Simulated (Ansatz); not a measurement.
**A vibration from a frozen displacement in Ti3O4**

Computed with Ansatz 0.2.0, DFT r2SCAN, scalar-relativistic, plane waves, PAW. The runs took a 500 eV cutoff, a Γ-centred 14×14×14 mesh and Gaussian smearing (0.15 eV). No spin polarisation. Energies are free energies at this smearing, counted from the undisturbed cell; pressure is positive in compression.

The starting cell (relaxed at this level; it needn't be the usual structure):

```
Ti O
1.0
    -2.06218    2.06218    4.07907
     2.06218   -2.06218    4.07907
     2.06218    2.06218   -4.07907
Ti O
3 4
Direct
  0.25000 0.75000 0.50000
  0.50000 0.50000 0.00000
  0.75000 0.25000 0.50000
  0.00000 0.50000 0.50000
  0.24440 0.24440 0.00000
  0.50000 0.00000 0.50000
  0.75560 0.75560 0.00000
```

Every O atom is moved by x along the Cartesian unit vector (0.707, 0.707, 0.000); the cell and all other atoms stay fixed. The cell's volume is 69.39 Å³; the moved atoms weigh 63.996 u together and the others 143.601 u. Some rows repeat others by symmetry and weren't run.

```csv
x (Å),ΔE (meV/cell),total force on the moved atoms along the move (eV/Å),pressure (GPa)
-0.1000,198.01,3.9807,1.6099
-0.0875,151.41,3.4749,1.2372
-0.0750,111.12,2.9724,0.9140
-0.0625,77.09,2.4723,0.6404
-0.0500,49.30,1.9747,0.4165
-0.0250,12.31,0.9853,0.1178
0.0000,0.00,0.0000,0.0182
0.0250,12.31,-0.9853,0.1178
0.0500,49.30,-1.9747,0.4165
0.0625,77.09,-2.4723,0.6404
0.0750,111.12,-2.9724,0.9140
0.0875,151.41,-3.4749,1.2372
0.1000,198.01,-3.9807,1.6099
```

Question: What frequency belongs to this motion?

Answer: The force constant is k = −dF/dx = 39.411 eV/Å², from the parabola through x = -0.0250, 0 and 0.0250. In every cell the moved atoms swing against the rest, so the mass is μ = m₁m₂/(m₁ + m₂) = 44.268 u, and ν̃ = 521.5 cm⁻¹ × √(|k|/μ) = 492 cm⁻¹. The pattern needn't be a normal mode: ν̃² is then a weighted mean of the squared nonzero frequencies at the zone centre of this cell, so it lies between the lowest and the highest of them.

Question: How far does the harmonic law reach?

Answer: At x = -0.100 Å, kx²/2 = 197.06 meV against the computed 198.01 meV (+0.5 %): the well is still close to harmonic there.

Question: The pressure changes with x². What does that say about the frequency under compression?

Answer: With E = k(V)x²/2, k ∝ V^(−2γ) and x scaling with the cell as V^(1/3), P − P0 = −∂E/∂V = (2γ − 2/3) ΔE/V. At x = 0.0500 Å, V(P − P0) = 69.39 × 0.39826 / 160.2 eV = 172.48 meV and ΔE = 49.30 meV, so γ = 1/3 + V(P − P0)/(2ΔE) = 2.08. This is the Grüneisen parameter of the motion under uniform scaling of the cell: shrinking the cell evenly by 1 % in volume raises the frequency by about 2.08 %.

No gap shows at this level, though a semilocal functional can close a small gap that the real compound has; without a gap these slopes depend on the k mesh and the smearing.

Cost: 7 runs of about 13 core-minutes in all, on Intel Xeon 6975P-C (Granite Rapids) (shared hosts).